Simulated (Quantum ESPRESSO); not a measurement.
TaInAu6, a guest atom moved from site to site

A calculation, not a measurement. The program is pw.x of Quantum ESPRESSO 7.5 (plane-wave density functional theory). The cell is made up: eight metal atoms on a face-centred cubic lattice, with elements, volume, strain and displacements drawn at random and not relaxed, so it may be unstable or far from any real phase. PseudoDojo standard norm-conserving files set the functional (PBE unless stated); there is no spin polarisation or spin-orbit coupling, the Fermi-Dirac width of 0.25 eV means electrons at about 2900 K, and the masses in the input are unused placeholders. Heavy elements are run without spin-orbit coupling, which real alloys of them have. A spin test at this wide smearing found no moment, but such smearing suppresses magnetism that the real alloy may have.

The runs move one Ta atom among sites that otherwise hold Au. Cell, positions, cutoff, mesh and smearing stay as in the input of run 1; sites are counted in its order. Stress in the tables is positive in tension.

Input of run 1:

```
&control calculation='scf', pseudo_dir='./dojo.nc.sr.pbe.v0_5.standard.upf', outdir='./o', disk_io='minimal', tprnfor=.true., tstress=.true. /
&system ibrav=0, nat=8, ntyp=3, nbnd=79, ecutwfc=75.99759826, nosym=.true., tot_charge=0,
 occupations='smearing', smearing='fd', degauss=0.0183746611
/
&electrons conv_thr=1.470e-08, electron_maxstep=70, mixing_beta=0.5 /
ATOMIC_SPECIES
Au 1.0 Au.upf
In 1.0 In.upf
Ta 1.0 Ta.upf
CELL_PARAMETERS angstrom
-0.007 4.2031 -0.0225
-4.2554 0.0295 -4.1853
-4.2608 -0.0156 4.1907
ATOMIC_POSITIONS angstrom
Ta 0.0018 -0.0167 -0.0473
In -2.1167 0.043 2.0822
Au -2.1529 0.0445 -2.2424
Au -4.192 0.0644 0.0461
Au -2.1804 2.0708 -0.0151
Au -4.2691 2.2161 1.9465
Au -4.2566 2.1677 -2.0383
Au -6.3704 2.0615 0.0208
K_POINTS automatic
6 4 4 1 1 1
```

| run | elements on sites 1 to 8 | free energy less that of run 1 (eV) | -TS (eV) | pressure (GPa) | stress xx (GPa) | stress yy (GPa) | stress zz (GPa) | stress yz (GPa) | stress xz (GPa) | stress xy (GPa) | iterations |
| --- | --- | --- | --- | --- | --- | --- | --- | --- | --- | --- | --- |
| 1 | Ta In Au Au Au Au Au Au | 0.000 | -0.915 | -1.46 | 0.97 | 3.18 | 0.23 | -0.01 | 0.53 | -0.34 | 12 |
| 2 | Au In Ta Au Au Au Au Au | 0.040 | -1.021 | -0.94 | 0.86 | 1.64 | 0.33 | 0.08 | -0.32 | -0.23 | 12 |
| 3 | Au In Au Ta Au Au Au Au | -0.232 | -0.871 | -1.11 | 0.66 | 3.01 | -0.34 | -0.01 | -1.01 | -0.36 | 12 |
| 4 | Au In Au Au Au Au Au Ta | -0.023 | -0.899 | -1.15 | 2.00 | 2.03 | -0.58 | -0.22 | -0.09 | -0.31 | 12 |

Forces Fx Fy Fz (eV/Å):

| site | run 1 | run 2 | run 3 | run 4 |
| --- | --- | --- | --- | --- |
| 1 | -0.17 0.09 0.02 | -0.17 0.02 -0.07 | -0.26 0.06 -0.10 | 0.20 0.05 -0.09 |
| 2 | 0.22 -0.14 0.14 | 0.18 -0.15 0.10 | 0.37 -0.13 0.33 | 0.23 -0.27 -0.18 |
| 3 | -0.08 -0.14 0.58 | 0.02 -0.07 0.59 | 0.08 -0.09 0.63 | 0.07 -0.05 0.10 |
| 4 | -0.13 -0.14 -0.54 | -0.15 -0.08 -0.50 | -0.40 -0.14 -0.61 | -0.60 -0.10 -0.52 |
| 5 | 1.17 0.17 -0.52 | 0.75 0.15 -0.79 | 0.28 0.17 -0.53 | 0.73 0.20 -0.29 |
| 6 | -0.23 -0.16 1.42 | -0.60 -0.14 0.90 | -0.23 -0.18 0.51 | -0.18 -0.28 0.85 |
| 7 | 0.08 0.05 -0.77 | 0.39 0.08 -0.35 | 0.09 0.06 0.10 | -0.14 -0.05 -0.28 |
| 8 | -0.87 0.27 -0.34 | -0.41 0.20 0.11 | 0.07 0.25 -0.34 | -0.31 0.51 0.40 |

The sites are displaced and not relaxed, so the energy differences mix bonding between neighbours with strain and are not ordering energies. A rerun of one cell of this series at a higher cutoff and on a denser mesh moved values by no more than 0.010 eV in energy, 0.20 GPa in stress and 0.010 eV/Å in force, and a second program with other atomic files agreed on that cell to 2 % rms in force and 0.5 GPa in pressure.